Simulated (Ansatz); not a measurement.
PbTe (rock salt) is sheared across one {110} plane: the third cell vector gains the shift, so faults repeat every 7.0 Å. The cut lies between planes 2.32 Å apart; the cell height is held.

```
PbTe
1.0
    4.64527     0.00000     0.00000
    0.00000     6.56940     0.00000
    2.32263     3.28470     6.96790
Te Pb
3 3
Cartesian
  1.93553   2.73725   5.80658
  1.93553   2.73725   1.16132
  4.25816   6.02195   3.48395
  1.93553   6.02195   5.80658
  1.93553   6.02195   1.16132
  4.25816   2.73725   3.48395
```

In-plane vectors a = (4.645, 0.000) Å, b = (0.000, 6.569) Å, area 30.52 Å². The shift is s times the vector b (length 6.569 Å), so s = 1 restores the start. The shift is rigid: no atom relaxes. γ = [E(shift) − E(0)] / area.

Computed with PBE (plane waves to 420 eV, PAW, scalar-relativistic; Ansatz, an electronic-structure program). k mesh 6×6×6 (Γ-centred), Fermi-Dirac smearing 0.05 eV. E is the zero-smearing estimate. As the smearing reaches across the gap at some points, the k mesh leaves noise in γ, roughly 0.02 J/m² as judged from a few cases. Faults lie only 7.0 Å apart, and holding the cell height and the atoms raises γ above its relaxed value. PbTe was relaxed with its symmetry unable to fall. Spin-orbit coupling is left out, though Pb and Te are heavy. The PAW data are Ansatz's earlier set. γ is measured from zero shift. The last digit holds for this mesh only.

```json
[
 {"s": "0.000", "γ (J/m²)": "0.00"},
 {"s": "0.083", "γ (J/m²)": "0.06"},
 {"s": "0.167", "γ (J/m²)": "0.26"},
 {"s": "0.250", "γ (J/m²)": "0.54"},
 {"s": "0.333", "γ (J/m²)": "withheld"},
 {"s": "0.417", "γ (J/m²)": "0.80"},
 {"s": "0.500", "γ (J/m²)": "0.83"},
 {"s": "0.583", "γ (J/m²)": "0.80"},
 {"s": "0.667", "γ (J/m²)": "withheld"},
 {"s": "0.750", "γ (J/m²)": "0.54"},
 {"s": "0.833", "γ (J/m²)": "0.26"},
 {"s": "0.917", "γ (J/m²)": "0.06"}
]
```

Question: Fit a Fourier form (three harmonics of 1 − cos and sin) to the given rows and predict γ at s = 0.333.

Answer: Least squares on the 10 given rows: γ = (0.430)·[1 − cos(2πs)] + (0.063)·[1 − cos(4πs)] + (-0.024)·[1 − cos(6πs)], in J/m²; root-mean-square residual 0.008 J/m². At 0.333 the fit gives 0.74 J/m²; the calculation gives 0.73 J/m², so the interpolation is off by 0.01 (+1.4 %). 

(The slope of γ gives the shear force per area between the displaced halves; near zero shift its curvature is an elastic stiffness.)
